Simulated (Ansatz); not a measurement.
The start is a generated trial cell of Bi in the beta-Sn structure type. A full variable-cell relaxation at zero pressure is run with r2SCAN (plane waves to 500 eV, PAW, scalar-relativistic; Ansatz, a program for electronic structure). The first steps use a coarse 11×11×11 k-mesh.

Input geometry:
```yaml
crystal:
  lattice:
    - [-3.12777, 3.12777, 1.70655]
    - [3.12777, -3.12777, 1.70655]
    - [3.12777, 3.12777, -1.70655]
  atoms:
    - { symbol: Bi, position: [0.75000, 0.25000, 0.50000] }
    - { symbol: Bi, position: [0.00000, 0.00000, 0.00000] }
```

**Question.** How do the shortest distances between atoms change?

**Answer.** The closest pairs of elements (up to four, under 3.6 Å), start → end: Bi–Bi 3.24 → 3.27 Å.

**Question.** What band gap does the relaxed structure have at this level?

**Answer.** No gap (metallic).

**Question.** Write out the relaxed structure.

**Answer.** 
```cif
data_Bi4
_chemical_formula_sum 'Bi4'
_space_group_name_H-M_alt 'I41/amd :1'
_space_group_IT_number 141
_space_group_name_Hall 'I 4bw 2bw -1bw'
_cell_length_a 6.31815
_cell_length_b 6.31815
_cell_length_c 3.35543
_cell_angle_alpha 90.000
_cell_angle_beta 90.000
_cell_angle_gamma 90.000
loop_
_atom_site_label
_atom_site_type_symbol
_atom_site_symmetry_multiplicity
_atom_site_Wyckoff_symbol
_atom_site_fract_x
_atom_site_fract_y
_atom_site_fract_z
_atom_site_occupancy
Bi1 Bi 4 a 0.00000 0.00000 0.00000 1
```
(The calculation used a cell of 2 atoms; values per cell refer to that cell.)

The space group stays I4₁/amd (No. 141) (the run could not lower it); the end is AFLOW prototype A_tI4_141_a (A5, as in Sn), with 2 atoms in the primitive cell. Final values are on a 16×16×16 k-mesh of the relaxed cell. No spin polarisation in the result.

The run could not lose the symmetry of its start: the end is stationary, and may be a saddle point rather than a minimum.

All atoms sit on sites fixed by symmetry, so only the cell could relax.

The relaxed structure here is a generated cell of Bi: the first start was made by placing the elements on the sites of a structure type, and the end was not matched to a known phase here, so it may be hypothetical. Known forms of Bi include space group No. 166.
